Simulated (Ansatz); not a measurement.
Sr:
```
CELL_PARAMETERS angstrom
      0.00000     3.03983     3.03983
      3.03983     0.00000     3.03983
      3.03983     3.03983     0.00000
ATOMIC_POSITIONS crystal
  Sr 0.00000 0.00000 0.00000
```

Relaxed with r²SCAN+D4. Special points in fractions of this cell's reciprocal vectors: Γ (0.000, 0.000, 0.000); X (0.500, 0.000, 0.500); U (0.625, 0.250, 0.625); K (0.375, 0.375, 0.750); L (0.500, 0.500, 0.500); W (0.500, 0.250, 0.750).

### Question
List the band energies nearest the Fermi level at these points for the program Ansatz at the r²SCAN+D4 level (PAW).

### Answer
In eV from the Fermi level; about four levels below and three above (degenerate sets whole), none deeper than 8.9 eV; points with the same levels are listed once.

| k | below | above |
|---|---|---|
| Γ | -3.80 | 2.71 2.71 2.71 |
| X | -0.56 | 0.53 1.00 5.30 |
| U | -0.03 | 0.36 0.86 3.75 |
| L | -1.04 -0.05 | 2.52 2.52 5.30 5.30 |
| W | – | 0.13 0.71 0.71 |

Space group Fm-3m (fcc (Cu type)). The r²SCAN+D4 relaxation kept the symmetry of its start. The pairwise dispersion correction was not fitted to metals. Spin–orbit coupling is left out wherever it is not named.

Potentials: the later of the program's two PAW sets.
